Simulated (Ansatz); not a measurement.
**What DFT gives for Hf2As3Ir**

```
CELL_PARAMETERS angstrom
3.75521 0.00000 0.00000
0.00000 3.75521 0.00000
0.00000 0.00000 8.23002
ATOMIC_POSITIONS crystal
As 0.50000 0.50000 0.00000
Ir 0.00000 0.00000 0.00000
Hf 0.00000 0.50000 0.73400
Hf 0.50000 0.00000 0.26600
As 0.00000 0.50000 0.38200
As 0.50000 0.00000 0.61800
```

The numbers come from plane-wave PAW DFT (Ansatz): PBE, no spin polarisation, 420 eV, 9×9×4 Γ-centred k points, fermi-dirac occupations (width 0.1364 eV). Nothing was relaxed.

**Question.** What is the formation energy?

**Answer.** -0.64 eV an atom against the elements' usual phases (free molecules for gases, crystals otherwise, with no correction for O₂ or N₂), so it is bound against them; other compounds may still compete. Relaxing would lower it.

**Question.** What happens at the Fermi level?

**Answer.** It is a metal, with about 3.2 states/eV a cell as the mean within 0.25 eV of the Fermi level, mostly As p (38 %), Hf d (27 %) and Ir d (27 %).

**Question.** How is the charge shared?

**Answer.** Bader charges in e: Hf +1.67, As -1.03 to -0.46, Ir -0.81. In the mean Hf gives up most and As takes most.

**Question.** What do density and ELF say about some of the short contacts?

**Answer.** As–Ir at 2.66 Å: least valence density 0.42 e/Å³ and ELF 0.47 there. Hf–As at 2.82 Å: least valence density 0.29 e/Å³ and ELF 0.32 there. Ir–Hf at 2.88 Å: least valence density 0.31 e/Å³ and ELF 0.26 there. These are pseudo-fields; inside the PAW spheres they differ from the all-electron ones.

Origin: a known structure type with other elements, at an estimated volume, so it need not be a known compound.
